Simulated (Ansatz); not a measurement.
# Two inputs for BN

This input was run with Ansatz:

```yaml
crystal:
  lattice:
    - [2.5539396017, 0.0, 0.0]
    - [-1.2769698009, 2.2117765748, 0.0]
    - [0.0, 0.0, 4.226855]
  atoms:
    - { symbol: B, position: [0.6666666667, 0.3333333333, 0.999724] }
    - { symbol: B, position: [0.3333333333, 0.6666666667, 0.499724] }
    - { symbol: "N", position: [0.6666666667, 0.3333333333, 0.625276] }
    - { symbol: "N", position: [0.3333333333, 0.6666666667, 0.125276] }
  symmetry: { detect: false }
kpoints:
  mp_grid: { grid: [6, 6, 4] }
scf:
  occupations: { method: fermi_dirac, width: 0.02 }
hamiltonian:
  xc: pbe
  pseudopotentials: { kind: paw, frozen_core: stored }
output:
  forces: true
  stress: true
  populations: true
  efg: { quadrupole_moments_barn: { B: 0.04059, "N": 0.02044 } }
```

It converged. Of its output the block on the nuclei alone is shown, without the SCF iterations, energies, forces and stress (one atom of each set):

```
--- PAW observables at the nuclei: V_zz in 10²¹ V/m², potentials from the cell's mean, atoms counted from 1 ---
  atom   1  B  V_zz =    +0.079576   η = 0.0000   by run symmetry: not_imposed   C_q = +0.0781 MHz
            electrostatic potential = -327.425141 V   contact ρ = none
  atom   3  N  V_zz =    +0.488292   η = 0.0000   by run symmetry: not_imposed   C_q = +0.2413 MHz
            electrostatic potential = -517.702447 V   contact ρ = none
```

Q: Can these gradients be trusted, and how do they compare with a run on standard settings?

A: They agree with the standard run. Against the standard input the change is `kpoints.mp_grid.grid`: [12, 12, 7] → [6, 6, 4]; `crystal.symmetry`: not typed → {detect: false}. A site carries the number of its first atom; V_zz in 10²¹ V/m².

```json
{"site": "B", "atom": "1", "V_zz standard": "0.076", "η standard": "0.00", "V_zz here": "0.080", "η here": "0.00"}
{"site": "N", "atom": "3", "V_zz standard": "0.47", "η standard": "0.00", "V_zz here": "0.49", "η here": "0.00"}
```

No V_zz moves by more than 0.02. SCF iterations: 6 and 6. In the changed run the k-mesh is coarser than the standard one, yet the gradients stay close to the reference.
